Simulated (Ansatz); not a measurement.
ZrO2 (fluorite)

```
ZrO2
1.0
    0.00000     2.55794     2.55794
    2.55794     0.00000     2.55794
    2.55794     2.55794     0.00000
Zr O
1 2
Direct
  0.00000   0.00000   0.00000
  0.25000   0.25000   0.25000
  0.75000   0.75000   0.75000
```

The slice is a {110} plane (indices of the conventional cell) through the point (0.250, 0.250, 0.250) (fractional), spanned by u = [100] and v = [1 -1 -1] in vectors of this cell: u (3.62 Å) and v (5.12 Å, at 90° to u). It covers one period; positions are fractions (u, v).

The numbers are results of PBE (plane waves to 420 eV, PAW, scalar-relativistic; Ansatz, a first-principles code), not measurements. k mesh 11×11×11. Near the nuclei the fields are pseudised (PAW); where an atom keeps semicore shells as valence, they peak there. This is a high-temperature form of ZrO2. ZrO2 is run without spin polarisation. ZrO2 was relaxed with its symmetry unable to fall.

Problem. Around which element is the density of the lowest conduction band (whole band as if filled, smooth part) largest on this plane?

Solution. Zr. Mean over a disc round each atom, of radius 0.45 times the shortest bond: Zr 0.129, O 0.026 e/Å³.

Problem. Around which element is the density of the highest valence band (whole band, smooth part) largest on this plane?

Solution. O. Mean over a disc round each atom, of radius 0.45 times the shortest bond: O 0.170, Zr 0.020 e/Å³.

Problem. What is the valence density on the shortest Zr–O line in this plane (2.22 Å), at its minimum between the atoms?

Solution. 0.51 e/Å³.

Problem. Predict the map of the electrostatic potential energy of an electron, from the cell's mean on the slice.

Solution. 
```
|xxxxxxxxxx####**++++**##%%xxxxxxxx|
|xxxxxxxx%%@@%%%%%%##%%%%@@%%xxxxxx|
|xxxxxx%%@@@@@@@@@@@@@@@@@@@@%%xxxx|
|xxxx%%%%@@@@@@@@@@@@@@@@@@@@@@%%xx|
|%%%%%%@@@@@@@@@@@@@@@@@@@@@@@@%%%%|
|%%%%%%@@@@@@@@@@@@@@@@@@@@@@@@%%%%|
|%%%%%%@@@@@@@@@@@@@@@@@@@@@@@@%%%%|
|xxxx%%@@@@@@@@@@@@@@@@@@@@@@%%%%xx|
|xxxxxx%%@@@@@@@@@@@@@@@@@@@@%%xxxx|
|xxxxxxxx%%@@%%%%##%%%%%%@@%%xxxxxx|
|xxxxxxxxxx%%##**++++**####xxxxxxxx|
|xxxxxxxxxx++==..    ::--++xxxxxxxx|
|xxxxxxxxxx::            ::xxxxxxxx|
|xxxxxxxx..      xxxx      ..xxxxxx|
|xxxxxx::    xxxxxxxxxxxx    ::xxxx|
|xxxx==    xxxxxxxxxxxxxxxx    ==xx|
|%%##==    xxxxxxxxxxxxxxxx    ==##|
|%%##==    xxxxxxxxxxxxxxxx    ==##|
|%%##==    xxxxxxxxxxxxxxxx    ==##|
|xxxx==    xxxxxxxxxxxxxxxx    ==xx|
|xxxxxx::    xxxxxxxxxxxx    ::xxxx|
|xxxxxxxx..      xxxx      ..xxxxxx|
|xxxxxxxxxx::            ::xxxxxxxx|
|xxxxxxxxxx++--::    ..==++xxxxxxxx|
```
Scale: ten equal steps from 3.00 (start of ' ') to 11.14 (end of '@'), in the order ' .:-=+*#%@'. Values: electrostatic potential energy of an electron, from the cell's mean, in eV. The map has 17 points along u (two characters each, u = 0 at the left) and 24 along v (v = 0 in the bottom row). Points within 0.9 Å of a nucleus are blanked (x), as the pseudised field means little there. Values under 3 eV are set to 3. The zero, the cell's mean, hangs on the PAW cores.
